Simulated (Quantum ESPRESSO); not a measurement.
# Planted mistakes on one cell of InGa3P4

The results below are calculated, not measured. They come from pw.x of Quantum ESPRESSO 7.5, a plane-wave density functional program, with PseudoDojo standard norm-conserving files (v0.5 for PBE, v0.4.1 for LDA and PBEsol). The cells are made up: elements, strain and atom displacements were drawn at random, and nothing was relaxed. There is no spin polarisation, spin-orbit coupling or dispersion term.

The cell has 8 sites of a zincblende or diamond lattice. Sites 1 to 4 hold In Ga Ga Ga; sites 5 to 8 hold P P P P. Cell vectors in Å: (5.490, 0.000, 0.000); (0.000, 5.490, 0.000); (0.000, 0.000, 5.490). Settings: PBE, cutoff 1088 eV, 4 x 4 x 4 k mesh shifted by half a step, Fermi-Dirac smearing of 0.025 eV.

The intended run has a self-consistency threshold of 1e-07 eV, a smearing term of 0.000 eV, a pressure of 6.97 GPa and 10 iterations. Each further run changes one thing: all lengths scaled by 1.0175; atoms of sites 1 and 2 exchanged; cutoff 545 eV; files of PBEsol; k mesh 2 x 2 x 2; one electron removed; smearing 0.83 eV; threshold 0.1 eV. A coarse mesh keeps the shift, and a charged cell sits in a uniform background.

| run | change of free energy (eV) | smearing term -TS (eV) | change of P (GPa) | largest change of a force component (eV/Å) | iterations |
| --- | --- | --- | --- | --- | --- |
| A | -1.465 | -4.872 | 2.12 | 0.165 | 10 |
| B | 0.013 | 0.000 | 1.11 | 0.454 | 3 |
| C | 106.911 | 0.000 | -413.78 | 0.038 | 11 |
| D | -7.507 | -0.011 | -12.59 | 0.125 | 10 |
| E | -0.251 | 0.000 | -4.69 | 0.172 | 10 |
| F | 0.488 | 0.000 | 0.35 | 0.012 | 10 |
| G | 14.540 | 0.000 | -3.21 | 0.046 | 10 |
| H | 0.364 | 0.000 | 0.77 | 2.417 | 10 |

A rerun of the intended cell at 1377 eV and k mesh 6 x 6 x 6 moved values by no more than 0.010 eV in the cell's energy, 0.03 GPa in stress and 0.002 eV/Å in force.

Question: which change belongs to which run?

## Worked reading

Run B has the fewest iterations, as a run stopped early does. Run A has the largest smearing term, as wide smearing gives. Run C has a higher energy and the largest fall in pressure, as too small a basis gives. Run E changes the volume by a factor of 1.0534; minus its pressure change over the logarithm of that factor, 90 GPa, is a rough bulk modulus with clamped atoms. Energies from files of another functional, or of a charged cell, have another zero and say nothing on stability; the pressure of a charged cell rests on the program's zero of potential too.

## Key

```
run                            change
  A                  smearing 0.83 eV
  B                  threshold 0.1 eV
  C                     cutoff 545 eV
  D              one electron removed
  E      all lengths scaled by 1.0175
  F                  k mesh 2 x 2 x 2
  G                   files of PBEsol
  H  atoms of sites 1 and 2 exchanged
```